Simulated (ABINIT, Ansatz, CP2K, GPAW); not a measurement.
**The band gap of GeCN2, sorted by core time**

Symmetry: R-3m, No. 166, trigonal system. The conventional cell has a = 3.588 Å, b = 3.588 Å, c = 14.766 Å, α = 90.00°, β = 90.00°, γ = 120.00°. Ge (site symmetry -3m) has 6 N at 2.40 Å as nearest neighbours. N (site symmetry 3m) has 1 C at 1.24 Å as nearest neighbours. Around C (site symmetry -3m) lie 2 N at 1.24 Å.

The cell comes from a database or a generator and needn't be the stable form of this composition.

```tsv
rung	level	program and potentials	cutoff (eV)	k mesh	core time	chip	band gap (eV)	notes
GGA	PBE	CP2K, POTENTIAL_UZH Ge GTH-PBE-q4, N GTH-PBE-q5, C GTH-PBE-q4; TZVP-MOLOPT-PBE-GTH basis	-	9 × 9 × 9	80 s	Arm Neoverse V2	1.08	atomic basis; 4.5 valence electrons an atom on average; from the band path
GGA	PBEsol	Ansatz, all-electron LAPW, scalar-relativistic	-	9 × 9 × 9	1.7 min	Intel Xeon	1.00	-
LDA	LDA	Ansatz, all-electron LAPW, scalar-relativistic	-	9 × 9 × 9	1.9 min	Intel Xeon	0.97	-
GGA	PBE	Ansatz, all-electron LAPW, scalar-relativistic	-	9 × 9 × 9	2 min	Intel Xeon	1.12	-
GGA	PBEsol	GPAW, PAW data sets generated for this functional	800	6 × 6 × 6	2.1 min	Arm Neoverse V2	0.93	4.5 valence electrons an atom on average
GGA	PBE	GPAW, GPAW PAW data sets (gpaw-data 1.2.1)	800	6 × 6 × 6	2.1 min	Arm Neoverse V2	1.05	4.5 valence electrons an atom on average
GGA	PBEsol	ABINIT, JTH PAW PBE v2.0	707	9 × 9 × 9	5.9 min	Arm Neoverse V1	1.00	potentials made for PBE; 7 valence electrons an atom on average
meta-GGA	r2SCAN	GPAW, GPAW PAW data sets (gpaw-data 1.2.1)	800	6 × 6 × 6	7.2 min	Arm Neoverse V2	1.15	potentials made for PBE; 4.5 valence electrons an atom on average
```

Times are single runs on shared hosts and different chips, so they are rough; meshes, cutoffs and the tasks' sizes weigh on the time. Task: band structure. All rows: no spin polarisation. Gaps are the least found on the k mesh or the band path, and a mesh can miss the band edges. Meshes differ between rows, which moves values too. All levels ran on this one cell, unrelaxed unless noted. Meshes are those of the run's cell of 4 atoms unless a note names another. Runs on faulty files, with rough fits or with known faults for this quantity aren't shown. No row holds spin-orbit coupling.

By rung: LDA 0.97; GGA 0.93 to 1.12; meta-GGA 1.15; GGA in atomic bases 1.08 (eV).
